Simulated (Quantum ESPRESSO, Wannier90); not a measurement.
# Bi₂Pd (I4/mmm), plane waves to Wannier functions

```
begin unit_cell_cart
ang
    0.0000000000   -3.3866800000    0.0000000000
    3.3866800000    0.0000000000    0.0000000000
   -1.6933400000    1.6933400000    6.6234700000
end unit_cell_cart
begin atoms_frac
Bi  -0.3676800000 -0.3676800000  0.2646400000
Bi   0.3676800000  0.3676800000 -0.2646400000
Pd   0.0000000000  0.0000000000  0.0000000000
end atoms_frac
```

Cell from Materials Project (mp-570197), symmetrised, no further relaxation. COD (Crystallography Open Database) has the formula in 2 space groups, this one among them (matched by group alone). Method: PBEsol plane waves in Quantum ESPRESSO 7.5 (PseudoDojo norm-conserving files, 66 Ry, spinors with spin-orbit coupling), Bloch states on a 6×6×6 mesh through Γ, Wannier90 4.0.1. Density: 12×12×12 mesh, cold smearing 0.01 Ry.

A tight-binding model is made by disentanglement and projection with no localisation steps (num_iter = 0), so the 34 orbitals stay atom-like: hydrogen-like Bi: s;p; Pd: s;p;d, axes along x, y, z; frozen window up to 1.50 eV relative to the Fermi level. It follows pw.x to 83 meV rms for states up to 1.0 eV relative to the Fermi level. Matrix elements depend on this choice of orbitals and windows. Bands 9–16 (Bi 5d 100 %), 17–28 (Bi 5d 100 %) lie between the kept ones and are excluded.

What are the on-site energies relative to the Fermi level, and how fast do the hoppings decay?


| atom | orbitals | energy (eV) |
|---|---|---|
| Bi1 | s↑ s↓ | -10.41 |
| Bi1 | pz↑ pz↓ | -2.15 |
| Bi1 | px↑ px↓ py↑ py↓ | -1.85 |
| Bi2 | s↑ s↓ | -10.41 |
| Bi2 | pz↑ pz↓ | -2.15 |
| Bi2 | px↑ px↓ py↑ py↓ | -1.85 |
| Pd3 | s↑ s↓ | -80.65 |
| Pd3 | pz↑ pz↓ | -49.37 |
| Pd3 | px↑ px↓ py↑ py↓ | -49.44 |
| Pd3 | dz2↑ dz2↓ dx2-y2↑ dx2-y2↓ | -3.02 |
| Pd3 | dxz↑ dxz↓ dyz↑ dyz↓ dxy↑ dxy↓ | -3.09 |

| distance of the centres (Å) | largest modulus (eV) |
|---|---|
| 2–3 | 3.3 |
| 3–4 | 2.4 |
| 4–5 | 0.58 |
| 5–6 | 0.53 |
| 6–7 | 0.92 |
| 7–8 | 0.15 |
| 8–9 | 0.24 |

Effective spin-orbit constants λ of λ L·S, from the same-site elements px↑–py↑ (λ/2) and dx2-y2↑–dxy↑ (λ), where they are among the larger elements: Pd3 p 2.8 eV.
